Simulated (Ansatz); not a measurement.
# SrVO3: from a starting cell to a relaxed one

The start is a generated cell, SrVO3 built in the cubic-perovskite structure type. The structure is fully relaxed (lattice and positions, P = 0) with PBEsol (plane waves to 420 eV, PAW, scalar-relativistic; Ansatz, a program for electronic structure). The first steps use a coarse 6×6×6 k-mesh.

Input geometry:
```yaml
crystal:
  lattice:
    - [3.82046, 0.00000, 0.00000]
    - [0.00000, 3.82046, 0.00000]
    - [0.00000, 0.00000, 3.82046]
  atoms:
    - { symbol: Sr, position: [0.00000, 0.00000, 0.00000] }
    - { symbol: V, position: [0.50000, 0.50000, 0.50000] }
    - { symbol: O, position: [0.00000, 0.50000, 0.50000] }
    - { symbol: O, position: [0.50000, 0.50000, 0.00000] }
    - { symbol: O, position: [0.50000, 0.00000, 0.50000] }
```
Spin-polarised start, with parallel moments on V.

**Question.** How much energy is released per atom?

**Answer.** Under 0.01 eV/atom.

**Question.** What band gap does the relaxed structure have at this level?

**Answer.** Zero (metallic).

**Question.** What magnetic moments remain?

**Answer.** Zero (the starting moments vanished).

**Question.** What does it relax into? Give the structure.

**Answer.** 
```cif
data_O3SrV
_chemical_formula_sum 'Sr1 V1 O3'
_space_group_name_H-M_alt 'Pm-3m'
_space_group_IT_number 221
_space_group_name_Hall '-P 4 2 3'
_cell_length_a 3.80947
_cell_length_b 3.80947
_cell_length_c 3.80947
_cell_angle_alpha 90.000
_cell_angle_beta 90.000
_cell_angle_gamma 90.000
loop_
_atom_site_label
_atom_site_type_symbol
_atom_site_symmetry_multiplicity
_atom_site_Wyckoff_symbol
_atom_site_fract_x
_atom_site_fract_y
_atom_site_fract_z
_atom_site_occupancy
Sr1 Sr 1 a 0.00000 0.00000 0.00000 1
V1 V 1 b 0.50000 0.50000 0.50000 1
O1 O 3 c 0.00000 0.50000 0.50000 1
```

The space group stays Pm-3m (No. 221) (the run could not lower it); the end is cubic perovskite type, with 5 atoms in the primitive cell. Final values are on a 12×12×12 k-mesh of the relaxed cell. No spin polarisation in the result: the starting moments vanished. The relaxed primitive cell holds an odd number of electrons. A magnetic state may lie lower. No Hubbard U is applied.

The run could not lose the symmetry of its start.

All atoms sit on sites fixed by symmetry, so only the cell could relax.
